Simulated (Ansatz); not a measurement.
The calculation used DFT PBE, scalar-relativistic, plane waves, PAW, and for the lanthanide a 4f-in-core norm-conserving potential (Ansatz). The final run on the 6-atom cell used 690 eV, a Γ-centred 10×10×8 mesh, 0.10 eV smearing and no spin polarisation.

Energies over the elements count from the elements' standard structures at the same level (O₂ as a molecule), with no fitted energy shifts.

Question: Find a candidate tetragonal metal with formula TbSbO₄, with a formation energy near −2.03 eV/atom and a density near 7.87 g/cm³, in a cell of 6 atoms.

Answer: TbSbO₄, space group P4/mmm (No. 123). Tb has 8 O at 2.34 Å; Sb has 8 O at 2.21 Å; O is surrounded by 2 Sb at 2.21 Å, 2 Tb at 2.34 Å, 5 O at 2.47–2.60 Å and 1 O at 2.91 Å.

Space group P4/mmm (No. 123). a = 3.679 Å, b = 3.679 Å, c = 5.375 Å, α = 90.00°, β = 90.00°, γ = 90.00°
```tsv
atom	site	symmetry	x	y	z
Tb	1d	4/mmm	0.5000	0.5000	0.5000
Sb	1a	4/mmm	0.0000	0.0000	0.0000
O	4i	2mm.	0.5000	0.0000	0.7706
```

| Quantity | Value |
| --- | --- |
| Volume per atom | 12.12 Å³ |
| Density | 7.87 g/cm³ |
| Energy over the elements | −2.03 eV/atom |
| Gap on the 10×10×8 mesh of the 6-atom cell | 0 eV (a metal) |

The structure comes from a generated guess, relaxed at this level; another structure or a mixture of phases may lie lower. Other answers may fit too; this one was computed.

These runs have no spin–orbit coupling, which can matter for Sb. A structure relaxed within its symmetry needn't be a true minimum.

The lanthanide is trivalent by construction, without f bands, f moments or other valences. The reference runs of the other elements, and any phases without the lanthanide, used 420 eV, which shifts energies against them by under 10 meV/atom. The lanthanide's reference is the lowest of its hcp, dhcp and fcc cells.
